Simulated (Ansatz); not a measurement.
The cell is COD entry 1523308, as deposited and not checked against the literature; nothing was relaxed.

Input and log of a run on YPb₃: DFT, PBEsol, all-electron LAPW, scalar-relativistic (Ansatz 0.2.0).

Command: `ansatz run input.yaml --threads 1 --pin off --max-ram 4096MiB --backend cpu --events-out ev --progress --plain --runs-dir out` The run took 2.8 min on 1 thread of Arm Neoverse V2, on a shared host, peak memory 0.65 GiB.

```yaml
crystal:
  lattice:
    - [4.823, 0.0, 0.0]
    - [0.0, 4.823, 0.0]
    - [0.0, 0.0, 4.823]
  atoms:
    - { symbol: "Y", position: [0.0, 0.0, 0.0] }
    - { symbol: Pb, position: [0.0, 0.5, 0.5] }
    - { symbol: Pb, position: [0.5, 0.0, 0.5] }
    - { symbol: Pb, position: [0.5, 0.5, 0.0] }
kpoints:
  mp_grid: { grid: [8, 8, 8] }
  band_path:
    path:
      - [0.0, 0.0, 0.0]
      - [0.0, 0.5, 0.0]
      - [0.5, 0.5, 0.0]
      - [0.0, 0.0, 0.0]
      - [0.5, 0.5, 0.5]
      - [0.0, 0.5, 0.0]
      - [0.5, 0.5, 0.5]
      - [0.5, 0.5, 0.0]
    npoints: 14
scf:
  occupations: { method: fermi_dirac, width: 0.08 }
hamiltonian:
  xc: pbesol
  pseudopotentials: { kind: all_electron, lapw: { basis_error: 0.0005 } }
output:
  forces: true
  stress: true
  eigenvalues: true
  fatbands: true
  populations: true
  dos: { projected: true, de: 0.2, e_range: [-14, 8] }
```

Output:

```
Y: projections on atomic orbitals take those of the free atom 1s2 2s2 2p6 3s2 3p6 3d10 4s2 4p6 4d1 5s2, of charge +0.00 (hamiltonian.pseudopotentials.projection_atoms)
Pb: projections on atomic orbitals take those of the free atom 1s2 2s2 2p6 3s2 3p6 3d10 4s2 4p6 4d10 4f14 5s2 5p6 5d10 6s2 6p2, of charge +0.00 (hamiltonian.pseudopotentials.projection_atoms)
LAPW: plane waves up to 6.842 Å⁻¹, error target 5.0e-4 eV per atom; small_component_spin mean_spin; Y in spheres of 1.705 Å, 21 of its electrons in bands, Dirac shells []; Pb in spheres of 1.705 Å, 36 of its electrons in bands, Dirac shells []
Engine: ansatz 0.2.0
Pseudopotentials: kind: all_electron
Pseudopotential: Y, LAPW, valence charge 21, Koelling and Harmon's equation, gaussian nucleus
Pseudopotential: Pb, LAPW, valence charge 36, Koelling and Harmon's equation, gaussian nucleus
Functional definition: PBEsol
  exchange = pbesol_x
  correlation = pbesol_c
Crystal: 4 atoms, lattice volume = 112.189 Å³
Basis set: ecut = 178.36692479974573 eV, 619 PW (Γ), exchange–correlation at level 2
Bands: 78, of which v1, the nominal top of the filled ones, is band 65 counted from 1 (64 counted from 0)
Symmetry: 48 space group operations
Space group: Pm-3m (ITA 221), of the structure as read, at distance tolerance 4.8e-5 Å
k-points: 35 of 512
Non-local potential: Y, projectors of the file, none
Non-local potential: Pb, projectors of the file, none
Initial density: superposition of atomic densities (chi_scale 0.1, normalization cell, long waves kept (reshape's long-wave potential 0.00 eV rms))
Initial wavefunctions: plane waves of lowest kinetic energy (no species holds an atomic orbital)
Functional: x = pbesol(κ = 0.804, μ = 0.12345679012345678), c = pbesol(β = 0.046)
iter 1 solved again at ethr=9.80e-5 eV; its pass at ethr=1.00e-1 eV (dr2=1.26e-1 eV) is discarded
SCF iter   1: F=—  HF=-1795812.761874 eV  |F-HF|=—  |Δ(HF+E_count)|=         —  Δρ=8.19e-3  dr2=1.27e-1  ethr=9.80e-5  ⟨swp⟩=3.2  Hψ=16966  notcnv=0
preconditioner: auto → Kerker (q_TF=auto, 2.793 Å⁻¹)  [metal: Δε(μ)=0.063 eV  Ē_g=18.122 eV  σ=0.080 eV  W_gap=0.19  n_scr=32 (ndim 8)  ℏωp=25.0 eV  f_vac=0.001  D(μ)=2.24/eV (n_scr^D=18)]
SCF iter   2: F=—  HF=-1795812.642025 eV  |F-HF|=—  |Δ(HF+E_count)|=   1.20e-1  Δρ=5.78e-3  dr2=7.30e-2  ethr=9.80e-5  ⟨swp⟩=2.0  Hψ=8166  notcnv=0
SCF iter   3: F=—  HF=-1795812.626332 eV  |F-HF|=—  |Δ(HF+E_count)|=   1.57e-2  Δρ=3.71e-3  dr2=3.33e-2  ethr=5.66e-5  ⟨swp⟩=2.0  Hψ=8162  notcnv=0
SCF iter   4: F=—  HF=-1795812.622068 eV  |F-HF|=—  |Δ(HF+E_count)|=   4.26e-3  Δρ=2.14e-3  dr2=1.24e-2  ethr=2.58e-5  ⟨swp⟩=2.0  Hψ=7911  notcnv=0
iter 5 solved again at ethr=6.65e-7 eV; its pass at ethr=9.62e-6 eV (dr2=8.57e-4 eV) is discarded
SCF iter   5: F=—  HF=-1795812.620151 eV  |F-HF|=—  |Δ(HF+E_count)|=         —  Δρ=6.07e-4  dr2=8.57e-4  ethr=6.65e-7  ⟨swp⟩=2.0  Hψ=13572  notcnv=0
the basis was enlarged: its passes take 217.1 KiB over the memory plan, 1 of 1 planned eigensolver slots
SCF iter   6: F=—  HF=-1795812.619998 eV  |F-HF|=—  |Δ(HF+E_count)|=   1.53e-4  Δρ=2.94e-4  dr2=2.07e-4  ethr=6.65e-7  ⟨swp⟩=2.0  Hψ=8167  notcnv=0
SCF iter   7: F=—  HF=-1795812.619950 eV  |F-HF|=—  |Δ(HF+E_count)|=   4.76e-5  Δρ=1.88e-4  dr2=6.54e-5  ethr=1.60e-7  ⟨swp⟩=2.0  Hψ=8169  notcnv=0
SCF iter   8: F=—  HF=-1795812.619962 eV  |F-HF|=—  |Δ(HF+E_count)|=   1.17e-5  Δρ=6.79e-5  dr2=2.22e-5  ethr=5.07e-8  ⟨swp⟩=2.2  Hψ=8174  notcnv=0
SCF iter   9: F=—  HF=-1795812.619956 eV  |F-HF|=—  |Δ(HF+E_count)|=   5.92e-6  Δρ=2.53e-5  dr2=2.37e-6  ethr=1.72e-8  ⟨swp⟩=2.0  Hψ=8168  notcnv=0
SCF iter  10: F=—  HF=-1795812.619956 eV  |F-HF|=—  |Δ(HF+E_count)|=   3.51e-7  Δρ=1.27e-5  dr2=5.71e-7  ethr=1.84e-9  ⟨swp⟩=2.0  Hψ=8168  notcnv=0
SCF iter  11: F=-1795812.619956 eV  HF=-1795812.619956 eV  |F-HF|=1.05e-7  |Δ(HF+E_count)|=   1.65e-7  Δρ=4.01e-6  dr2=3.56e-8  ethr=4.42e-10  ⟨swp⟩=2.0  Hψ=8168  notcnv=0
SCF 1 converged in 11 iterations: F = -1795812.619956 eV  dr2 = 3.56e-8
NSCF: frozen V_eff on 99 k-points
SCF converged after 11 iterations
Free energy (F): -1795812.619956 eV
Harris-Foulkes:  -1795812.619956 eV  (|F-HF|=1.05e-7)
Internal energy: -1795812.575387 eV  (E = F + TS)
E sigma→0 (E₀):  -1795812.597671 eV
Entropy (-TS):   -0.044569 eV (-11.142 meV/atom)
Fermi energy:    16.208487 eV
--- Per-component energies (eV) ---
  E_band       = -7883.665506
  E_kinetic    = 2059130.997024
  E_xc         = -34216.076680
  E_electrostatic = -3820727.495731  (all electrons and nuclei)
  E_smearing   = -0.044569  (= −TS)
  E_closure    = 0.000000  (closes the sum)
  E_atoms      = -1795794.316442  (free atoms, spherical and without spin; not in F)
  Σ components = -1795812.619956   (vs F -1795812.619956, Δ=0.00e0)
  Basis errors (estimates in eV, not in F): energy 9.0e-5 per atom: plane waves 6.7e-5 (4.8e-5 summed), levels above the bands 7.7e-46, relativity 7.6e-9, radial functions 2.2e-5, core shells 2.8e-7; eigenvalues (radial functions only) 1.1e-6; not estimated: angular momenta, meshes, grids; target (lapw.basis_error) 5.0e-4; muffin-tin radii Y 1.705 Å, Pb 1.705 Å
--- Forces (eV/Å), atoms counted from 1 ---
  atom   1  Y     -0.00000000     0.00000000     0.00000000
  atom   2  Pb     0.00000000     0.00000000     0.00000000
  atom   3  Pb    -0.00000000    -0.00000000    -0.00000000
  atom   4  Pb     0.00000000    -0.00000000     0.00000000
  max |Σ_I F_I| component: 1.02e-30 eV/Å
--- Stress (GPa, compression-positive) ---
       -0.517903      -0.000000       0.000000
       -0.000000      -0.517903       0.000000
        0.000000       0.000000      -0.517903
  P = ⅓ Tr σ = -0.5179 GPa (-5.179 kbar)
--- Band table (eV; the first three rows and the last of 35) ---
  k-point 0: bands = ["-130.4310", "-130.4310", "-130.4267", "-130.4267", "-130.4267", "-123.3591", "-123.3590", "-123.3590", "-112.4208", "-112.4208", "-112.4208", "-112.4167", "-112.4167", "-112.4167", "-112.4167", "-112.4167", "-112.4167", "-112.4069", "-112.4069", "-112.4069", "-112.4042", "-112.4042", "-112.4042", "-112.3913", "-112.3913", "-112.3913", "-112.3913", "-112.3913", "-112.3913", "-65.1661", "-65.1661", "-65.1661", "-65.1269", "-65.1269", "-65.1269", "-65.1266", "-65.1266", "-65.1266", "-27.2328", "-7.2400", "-7.2400", "-7.2400", "-0.9299", "-0.9299", "-0.9299", "-0.9175", "-0.7487", "-0.7487", "-0.6345", "-0.6345", "-0.6345", "-0.5672", "-0.5672", "-0.4243", "-0.4035", "-0.4035", "-0.4035", "4.6052", "9.4228", "9.4228", "13.3644", "13.3644", "13.3644", "17.5988", "17.5988", "17.5988", "17.6011", "17.6011", "17.7280", "18.1813", "18.1813", "18.1813", "20.7021", "20.7021", "20.7021", "24.4920", "25.5370", "25.5370"]
  k-point 1: bands = ["-130.4310", "-130.4310", "-130.4267", "-130.4267", "-130.4267", "-123.3591", "-123.3590", "-123.3590", "-112.4208", "-112.4208", "-112.4208", "-112.4167", "-112.4167", "-112.4167", "-112.4167", "-112.4167", "-112.4167", "-112.4069", "-112.4069", "-112.4069", "-112.4042", "-112.4042", "-112.4042", "-112.3913", "-112.3913", "-112.3913", "-112.3913", "-112.3913", "-112.3913", "-65.1661", "-65.1661", "-65.1661", "-65.1269", "-65.1269", "-65.1269", "-65.1267", "-65.1267", "-65.1266", "-27.2328", "-7.2437", "-7.2405", "-7.2405", "-0.9266", "-0.9120", "-0.9120", "-0.9044", "-0.7455", "-0.7369", "-0.6378", "-0.6328", "-0.6328", "-0.5770", "-0.5669", "-0.4340", "-0.4246", "-0.4246", "-0.4035", "4.7100", "9.0463", "9.4626", "13.4223", "13.4223", "13.6566", "16.5455", "17.0566", "17.0566", "17.6026", "17.6527", "18.1083", "18.8705", "18.8705", "19.3507", "20.0888", "20.4547", "20.4547", "24.8004", "24.8798", "25.6688"]
  k-point 2: bands = ["-130.4310", "-130.4310", "-130.4267", "-130.4267", "-130.4267", "-123.3591", "-123.3590", "-123.3590", "-112.4208", "-112.4208", "-112.4208", "-112.4167", "-112.4167", "-112.4167", "-112.4167", "-112.4167", "-112.4167", "-112.4069", "-112.4069", "-112.4069", "-112.4042", "-112.4042", "-112.4042", "-112.3913", "-112.3913", "-112.3913", "-112.3913", "-112.3913", "-112.3913", "-65.1661", "-65.1661", "-65.1660", "-65.1269", "-65.1269", "-65.1269", "-65.1267", "-65.1267", "-65.1266", "-27.2326", "-7.2524", "-7.2415", "-7.2415", "-0.9184", "-0.8686", "-0.8608", "-0.8608", "-0.7376", "-0.7045", "-0.6460", "-0.6294", "-0.6294", "-0.6053", "-0.5663", "-0.4831", "-0.4831", "-0.4609", "-0.4035", "5.0173", "8.2189", "9.5661", "13.5662", "13.5662", "14.2850", "15.4892", "16.5267", "16.5267", "17.6119", "17.7433", "18.9500", "19.2276", "19.3349", "19.3349", "20.4741", "20.4741", "20.6680", "24.0950", "24.3095", "26.1197"]
  k-point 34: bands = ["-130.4310", "-130.4310", "-130.4267", "-130.4267", "-130.4267", "-123.3590", "-123.3590", "-123.3590", "-112.4208", "-112.4208", "-112.4208", "-112.4167", "-112.4167", "-112.4167", "-112.4167", "-112.4167", "-112.4167", "-112.4069", "-112.4069", "-112.4069", "-112.4042", "-112.4042", "-112.4042", "-112.3913", "-112.3913", "-112.3913", "-112.3913", "-112.3913", "-112.3913", "-65.1687", "-65.1647", "-65.1647", "-65.1282", "-65.1282", "-65.1282", "-65.1254", "-65.1254", "-65.1254", "-27.2318", "-7.2531", "-7.2531", "-7.2531", "-0.8236", "-0.8236", "-0.8236", "-0.8057", "-0.7666", "-0.7666", "-0.7666", "-0.6121", "-0.6121", "-0.6121", "-0.5886", "-0.5886", "-0.4306", "-0.4306", "-0.4306", "7.7871", "7.7871", "7.7871", "11.5552", "12.7378", "12.7378", "12.7378", "17.0612", "18.3753", "18.3753", "18.8170", "18.8170", "18.8170", "22.0792", "22.0792", "22.0792", "22.2266", "22.2266", "25.1124", "25.1124", "25.1124"]
--- Löwdin populations: 4 sites ---
  site symbol       q [e]
     0      Y     38.5141
     1     Pb     82.1358
     2     Pb     82.1358
     3     Pb     82.1358
  spilling = 0.000276 (of n_electrons = 285.000000)
```

Spin polarisation is left out, and whether a magnetic state lies lower isn't shown here.
